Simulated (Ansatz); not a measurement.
## Property card for Cd2SeS

Cd$_{2}$SeS:
```
CELL_PARAMETERS angstrom
      4.15740     0.00000     0.00000
     -2.07870     3.60041     0.00000
      0.00000     0.00000     6.79698
ATOMIC_POSITIONS crystal
  Cd 0.00000 0.00000 0.48858
  Cd 0.33333 0.66667 0.01058
  Se 0.33333 0.66667 0.62715
  S  0.00000 0.00000 0.12168
```

Space group P3m1 (No. 156); conventional cell a = b = 4.157 Å, c = 6.797 Å, α = β = 90.00°, γ = 120.00°.

Method: plane-wave PAW LDA (Ansatz code). Geometry: relaxed at this level of theory. Other levels are named where they apply.

Cell and energy:

| Quantity | Value |
|---|---|
| Volume per atom | 25.43 Å³ |
| Density | 5.48 g/cm³ |
| Formation energy from the elements (no fitted shifts) | -0.58 eV/atom |

Electronic structure:

| Item | Value |
|---|---|
| Band gap | 0.60 eV (direct) |
| Valence-band maximum | at Γ |
| Conduction-band minimum | at Γ |
| Electron effective mass | 0.073, 0.073, 0.077 mₑ (principal values) |
| Hole effective mass, band 1 of 2 at the edge | 1.3 along x, 1.8 along z (mₑ) |
| Hole effective mass, band 2 of 2 at the edge | 0.071 along x, 1.8 along z (mₑ) |

Mechanics:

| Quantity | Result |
|---|---|
| Bulk modulus (Birch–Murnaghan fit) | 62.1 GPa |
| Pressure derivative B′ | 4.6 |
| Elastic constants (relaxed ions, GPa) | C11 = 85.9, C12 = 53.1, C13 = 45.9, C14 = 0.9, C33 = 97.6, C44 = 14.4 |
| Mechanical stability | stable (all eigenvalues of C positive) |
| Hill bulk and shear moduli | 62.1 and 16.9 GPa |
| Young's modulus | 46.6 GPa |
| Poisson's ratio | 0.37 |
| Debye temperature from the elastic constants | 201 K |
| Piezoelectric stress constants (proper, relaxed ions, C/m²) | e15 = e24 = 0.14, e16 = e21 = -0.03, e22 = 0.03, e31 = e32 = 0.20, e33 = -0.36 |

Dielectric response:

| Quantity | Value |
|---|---|
| Electronic dielectric constant ε∞ (DFPT) | 7.32 (xx = yy), 7.27 (zz) |
| Static dielectric constant ε0 (ions relaxed, cell fixed) | 10.2 (xx = yy), 10.6 (zz) |
| Born charges (a third of the trace) | Cd +2.11 to +2.15, Se -2.03, S -2.22 e |

Phonons:

| Item | Result |
|---|---|
| Highest zone-centre frequency (without LO–TO term) | 273 cm^-1 |
| Zone-centre stability | no imaginary mode at Γ |

The workflow started from a Materials Project entry (that database holds measured and hypothetical structures alike); the Crystallography Open Database copy checked does not list it. Its standing as an ambient phase is unchecked. The LDA relaxation kept the symmetry of its start. Signs of piezoelectric constants follow the polarity of the cell as given. The references are the lowest solids computed at this level, not always the standard phases. Spin–orbit coupling is left out wherever it is not named.

Potentials: the later of the program's two PAW sets.
